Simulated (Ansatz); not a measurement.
Zr3Si2 in space group P4/mbm (No. 127; Zr on 4h, Zr on 2a, Si on 4g) under volume change, DFT-r²SCAN in the program Ansatz with PAW potentials, shape and atoms relaxed at each volume.

```csv
V (Å³/atom),E − E(relaxed) (meV/atom),P (GPa)
17.039,73.9,15.26
17.600,31.1,9.35
18.162,7.3,4.31
18.724,0.0,0.00
19.285,6.7,-3.77
19.847,25.9,-7.08
20.409,55.8,-9.94
```

Task: What does a third-order Birch–Murnaghan fit give for V₀, B₀ and B′?

Result: V₀ = 18.72 Å³/atom, B₀ = 135 GPa, B′ = 3.8.

The first step of the workflow began from a Materials Project structure, measured or hypothetical; the Crystallography Open Database copy checked does not list it. Whether it is the stable phase at ambient conditions was not checked. The cell was relaxed with r²SCAN under the symmetry of its start; whether a distortion lowers the energy is not shown. The run is not spin-polarised.

Potentials: the later of the program's two PAW sets.
